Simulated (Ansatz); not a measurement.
Nb2GaC:
```yaml
crystal:
  lattice:
    - [3.11874, 0.00000, 0.00000]
    - [-1.55937, 2.70091, 0.00000]
    - [0.00000, 0.00000, 13.47317]
  atoms:
    - { symbol: Nb, position: [0.66667, 0.33333, 0.91033] }
    - { symbol: Nb, position: [0.33333, 0.66667, 0.08967] }
    - { symbol: Nb, position: [0.33333, 0.66667, 0.41033] }
    - { symbol: Nb, position: [0.66667, 0.33333, 0.58967] }
    - { symbol: Ga, position: [0.66667, 0.33333, 0.25000] }
    - { symbol: Ga, position: [0.33333, 0.66667, 0.75000] }
    - { symbol: C, position: [0.00000, 0.00000, 0.00000] }
    - { symbol: C, position: [0.00000, 0.00000, 0.50000] }
```

Relaxed with PBEsol. Special points in fractions of this cell's reciprocal vectors: Γ (0.000, 0.000, 0.000); M (0.500, 0.000, 0.000); K (0.333, 0.333, 0.000); A (0.000, 0.000, 0.500); L (0.500, 0.000, 0.500); H (0.333, 0.333, 0.500).

Problem. List the band energies nearest the Fermi level at these points for PBEsol (plane waves, PAW; program Ansatz).

Solution. In eV from the Fermi level; about four levels below and three above (degenerate sets whole), none deeper than 8.9 eV; points with the same levels are listed once.

```
k                          below                above
-  -----------------------------  -------------------
Γ        -0.51 -0.51 -0.47 -0.47  0.89 0.89 1.09 1.09
M        -3.06 -2.71 -1.57 -1.46       1.24 1.65 1.97
K  -2.17 -2.17 -1.63 -1.63 -1.33       0.01 0.69 0.69
A        -0.49 -0.49 -0.49 -0.49  0.98 0.98 0.98 0.98
L        -2.96 -2.96 -1.51 -1.51  1.55 1.55 1.90 1.90
H        -1.51 -1.51 -0.69 -0.69  0.62 0.62 2.12 2.12
```

Space group P6_3/mmc. The first step of the workflow began from a Materials Project structure, measured or hypothetical; the Crystallography Open Database copy checked does not list it. Whether it is the stable phase at ambient conditions was not checked. The PBEsol relaxation kept the symmetry of its start; of distortions, only those at the zone centre were tested. No spin polarisation was allowed. Spin–orbit coupling is left out wherever it is not named.

Potentials: the later of the program's two PAW sets.
